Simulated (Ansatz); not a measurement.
An element in the diamond structure gives these cold pressures by all-electron LAPW under LDA (Ansatz 0.2.0, scalar-relativistic, no spin polarisation).

```tsv
V (Å³/atom)	P (GPa)
53.78	0.03
48.40	2.19
43.02	6.01
37.64	12.91
32.27	25.8
26.89	51.3
21.51	110.8
```

(1) Which element is it?

Answers

(1) I. Its zero-pressure volume in this structure is near 53.8 Å³/atom; the volume and the steepness of P(V) together point to it, though neighbours can come close. Neighbours weren't tried against these numbers.
